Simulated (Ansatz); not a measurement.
Here is the system:

LiF:
```xyz
2
Lattice="0.0000 2.1819 2.1819 2.1819 0.0000 2.1819 2.1819 2.1819 0.0000" Properties=species:S:1:pos:R:3 pbc="T T T"
Li     0.0000     0.0000     0.0000
F      1.0909     1.0909     1.0909
```

This is the PBE-relaxed structure.

### Question
All from the program Ansatz at the PBE level (PAW), unless another level is named. Estimate the hole effective mass, band 2 of 3 at the edge.

### Answer
4.1 along [100], 4.1 along [110], 9.5 along [111] (mₑ).

### Question
And the valence-band maximum?

### Answer
at Γ.

### Question
Give the weight of the valence-edge state by species (Voronoi cells).

### Answer
F 95 %, Li 5 %.

### Question
Next, the weight of the conduction-edge state by species (Voronoi cells)?

### Answer
Li 53 %, F 47 %.

Space group F-43m (zinc blende). The start of the workflow was typed in or built on a structure type; neither database checked (COD, Materials Project) lists it. It is not the phase usual at ambient conditions (space group No. 225). Symmetry was held in the PBE relaxation; whether a distortion lowers the energy is not shown.

Potentials: the earlier of the program's two PAW sets.

Edges and masses are those of Kohn–Sham bands, whose gap is no quasiparticle gap.
